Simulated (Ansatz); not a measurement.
LiCl (rock salt)

```
LiCl
1.0
    0.00000     5.11228     5.11228
    2.55614     0.00000     2.55614
    2.55614     2.55614     0.00000
Cl Li
2 2
Cartesian
  0.00000   0.00000   0.00000
  2.55614   5.11228   2.55614
  2.55614   2.55614   2.55614
  2.55614   5.11228   5.11228
```

The atoms are displaced by Q × the pattern below (from a DFPT mode at L = (0.5, 0.0, 0.0), largest move 1; Q in Å), at fixed cell. It is one choice among 2 degenerate patterns. (q is in reciprocal vectors of the primitive cell; the cell shown is doubled to hold the pattern.)

| atom | x | y | z |
|---|---|---|---|
| Li3 | -0.285 | 0.520 | -0.805 |
| Li4 | 0.285 | -0.520 | 0.805 |

Atoms not listed stay in place.

Method: r2SCAN (plane waves to 500 eV, PAW, scalar-relativistic; Ansatz, a first-principles code). k mesh 11×11×11 (Γ-centred), Fermi-Dirac smearing 0.05 eV. LiCl was relaxed with its symmetry unable to fall.

At one point of the scan the forces (eV/Å) are:

```tsv
atom	Fx	Fy	Fz
Cl1	0.000	0.000	0.000
Cl2	0.000	0.000	0.000
Li3	-0.051	0.098	-0.166
Li4	0.051	-0.098	0.166
```

**Question.** Which point is it?
A. Q = -0.120 Å
B. Q = -0.060 Å
C. Q = -0.180 Å

**Answer.** C, Q = -0.180 Å

(A displaced cell: forces are minus the slopes of the energy, force constants its curvatures, and phonons follow from these.)
